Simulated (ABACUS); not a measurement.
Set-up for a self-consistent single point of AlCo (Pm-3m, 2 atoms in the cell; from Materials Project mp-284, changed as shown).

```
CELL_PARAMETERS angstrom
      2.86112     0.00000     0.00000
      0.00000     2.86112     0.00000
      0.00000     0.00000     2.86112
ATOMIC_POSITIONS crystal
  Al 0.00000 0.00000 0.00000
  Co 0.50000 0.50000 0.50000
```

All values come from this method and carry its errors: PBE, numerical atomic orbitals DZP (confined pseudo-atomic orbitals with Gaussian additions; energy shift 0.003 Ry), PseudoDojo 0.5 standard norm-conserving PBE (tails mended) pseudopotentials in ABACUS.

ABACUS settings:

* **basis**: DZP numerical atomic orbitals, energy shift 0.003 Ry
* **KPT**: Gamma 12 12 12 0 0 0
* **basis_type**: lcao
* **dft_functional**: PBE
* **ecutwfc**: 100 Ry
* **smearing_method**: fd
* **smearing_sigma**: 0.00734986 Ry
* **potentials**: PseudoDojo 0.5 standard norm-conserving PBE (tails mended)
* **symmetry**: 1
* **symmetry_prec**: 1e-05
* **ks_solver**: genelpa
* **scf_nmax**: 100
* **scf_thr**: 1.0e-07
* **mixing_type**: broyden

Results:

| Quantity | Result |
|---|---|
| Number of valence electrons | 20 |
| Number of bands | 20 |
| Number of k-points after the program's reduction | 84 |
| Size of the basis | 39 |
| Number of SCF iterations | 9 |
| Free energy E − TS | -4228.3885 eV |
| Fermi level (on the code's own zero) | 14.52 eV |
| Pressure | -0.62 GPa |

Stress (GPa, positive for compression):
```
-0.62   0.00   0.00
 0.00  -0.62   0.00
 0.00   0.00  -0.62
```

For comparison: a first run was changed to give this one (lattice scaled by 1.02), and from it to this one the free energy drops by 20.9 meV/atom and the pressure goes from 11.17 to -0.62 GPa.

The atom-centred basis is finite, which shifts total energies and pressures against plane waves. The run has no spin polarisation, so moments on Co cannot form. The structure comes from a collection of computed structures, made at another level of theory; the collection holds predicted forms beside known ones. Its lattice was then scaled.

Cost on one core: about 29 core-seconds (a rough figure).

The atomic orbitals were generated for these runs; they are not ABACUS's published sets and were checked against plane waves on a few crystals only.

“Tails mended”: in these copies of the files the far tail of each local potential was reset to the Coulomb form.
